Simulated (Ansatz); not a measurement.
Generalised stacking fault of LiF (rock salt) on the {100} plane. The cell below holds the perfect crystal with the plane normal along z; tilting its third vector by the shift puts one fault into each cell, between planes 2.03 Å apart, at fixed cell height.

```yaml
crystal:
  lattice:
    - [2.87642, 0.00000, 0.00000]
    - [0.00000, 2.87642, 0.00000]
    - [1.43821, 1.43821, 6.10180]
  atoms:
    - { symbol: F, position: [0.00000, 0.00000, 0.83333] }
    - { symbol: F, position: [0.33333, 0.33333, 0.16667] }
    - { symbol: F, position: [0.66667, 0.66667, 0.50000] }
    - { symbol: Li, position: [0.50000, 0.50000, 0.83333] }
    - { symbol: Li, position: [0.83333, 0.83333, 0.16667] }
    - { symbol: Li, position: [0.16667, 0.16667, 0.50000] }
```

In-plane vectors a = (2.876, 0.000) Å, b = (0.000, 2.876) Å, area 8.27 Å². The shift is s times the vector a + b (length 4.068 Å), so s = 1 restores the start. The shift is rigid: no atom relaxes. γ = [E(shift) − E(0)] / area.

The numbers are results of PBE (plane waves to 420 eV, PAW, scalar-relativistic; Ansatz, an electronic-structure program), not measurements. k mesh 10×10×10 (Γ-centred), Fermi-Dirac smearing 0.05 eV. E is the zero-smearing estimate. Faults lie only 6.1 Å apart, and holding the cell height and the atoms raises γ above its relaxed value. LiF was relaxed with its symmetry unable to fall. The zero of γ is zero shift.

```csv
s,γ (mJ/m²)
0.000,0
0.083,166
0.167,668
0.250,1477
0.333,2449
0.417,3284
0.500,withheld
0.583,3284
0.667,2449
0.750,1477
0.833,668
0.917,166
```

Problem. Fit a Fourier form (three harmonics of 1 − cos and sin) to the given rows and predict γ at s = 0.500.

Solution. Least squares on the 11 given rows: γ = (1799.5)·[1 − cos(2πs)] + (-166.2)·[1 − cos(4πs)], in mJ/m²; root-mean-square residual 10.0 mJ/m². At 0.500 the fit gives 3599 mJ/m²; the calculation gives 3620 mJ/m², so the interpolation is off by -21 (-0.6 %). 

(The slope of γ gives the shear force per area between the displaced halves; near zero shift its curvature is an elastic stiffness.)
